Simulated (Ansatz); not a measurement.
Data:

SnO2:
Space group P4₂/mnm (No. 136); a = b = 4.769 Å, c = 3.211 Å, α = β = γ = 90.00°

| atom | site | symmetry | x | y | z |
|---|---|---|---|---|---|
| Sn | 2a | m.mm | 0.0000 | 0.0000 | 0.0000 |
| O | 4g | m.2m | 0.1937 | 0.1937 | 0.5000 |

This is the PBEsol-relaxed structure.

Question: All from the program Ansatz at the PBEsol level (PAW), unless another level is named. Estimate the Born charges (a third of the trace).

Answer: Sn +4.27, O -2.14 e.

Question: Predict the electronic dielectric constant ε∞ (DFPT).

Answer: 4.60 (xx = yy), 4.91 (zz).

Space group P4_2/mnm (rutile). Symmetry was held in the PBEsol relaxation. Spin–orbit coupling is left out wherever it is not named.

Potentials: the earlier of the program's two PAW sets. The files were generated under PBE; for other functionals the program regenerates the frozen cores, and for LDA and PBEsol the local potential too.
